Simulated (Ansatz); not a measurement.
GaN (wurtzite)

```cif
data_Ga2N2
_chemical_formula_sum 'Ga2 N2'
_space_group_name_H-M_alt 'P 1'
_space_group_IT_number 1
_cell_length_a 3.21861
_cell_length_b 3.21861
_cell_length_c 5.24355
_cell_angle_alpha 90.000
_cell_angle_beta 90.000
_cell_angle_gamma 120.000
loop_
_space_group_symop_operation_xyz
  'x, y, z'
loop_
_atom_site_label
_atom_site_type_symbol
_atom_site_fract_x
_atom_site_fract_y
_atom_site_fract_z
_atom_site_occupancy
Ga1 Ga 0.66667 0.33333 0.00096 1
Ga2 Ga 0.33333 0.66667 0.50096 1
N1 N 0.66667 0.33333 0.62424 1
N2 N 0.33333 0.66667 0.12424 1
```

Equation-of-state scan: isotropic scaling of the cell above, V₀ being its volume. The atoms relax within the cell's symmetry.

Calculation: PBE (plane waves to 420 eV, PAW, scalar-relativistic; Ansatz, a program for electronic structure). k mesh 12×12×6 (Γ-centred), Fermi-Dirac smearing 0.05 eV. E stands for the smeared free energy. GaN was relaxed with its symmetry unable to fall. The PAW data are Ansatz's earlier set. The zero of ΔE is the relaxed starting cell.

Problem. Predict the ΔE (eV/atom) at V/V₀ = 0.900, 0.917, 0.967, 0.983, 1.017, 1.033, 1.050, 1.100.

Solution. 
```
V/V₀   ΔE (eV/atom)
-----  ------------
0.900        0.0763
0.917        0.0513
0.967        0.0075
0.983        0.0018
1.017        0.0017
1.033        0.0066
1.050        0.0144
1.100        0.0530
```

(A scan under strain: stresses follow from slopes of the energy per volume, elastic moduli from its curvatures.)
